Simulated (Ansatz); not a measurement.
## Structures of HfPb₂: which is lowest?

Plane-wave DFT in Ansatz with scalar-relativistic PAW potentials, cutoff 420 eV, Γ-centred meshes chosen by cell and gap, Gaussian smearing with energies taken to zero width. Every cell was relaxed (cell and atoms) in a run of its own, within the symmetry of its start. Functional: PBE.

Relaxed structures (starts from databases or built by putting these elements on another compound's sites):
A. I4/mmm, 3 atoms in the computed cell, a = 3.847 Å, c = 10.432 Å; sites (symmetry × multiplicity) Hf 4/mmm × 2, Pb 4mm × 4; start: built
B. Fd-3m, 6 atoms in the computed cell, a = 8.827 Å; sites (symmetry × multiplicity) Hf -43m × 8, Pb .-3m × 16; start: built

Question: Rank them by energy. Could pressure change the order?

Answer:
| structure | group | E − E(lowest) (meV/atom) | V (Å³/atom) | gap on mesh (eV) |
| --- | --- | --- | --- | --- |
| A | I4/mmm | 0.0 | 25.73 | 0.00 |
| B | Fd-3m | 480 | 28.66 | 0.00 |

A is lowest, 480 meV/atom under B. The lowest is also the densest of these, so pressure wouldn't bring one of the others in at first order. Other structures may lie lower than all of these, and vibrations aren't counted.

Spin-orbit coupling is left out, which matters for the bands of heavy elements. For Tl, Pb and Bi spin-orbit coupling shifts energies too.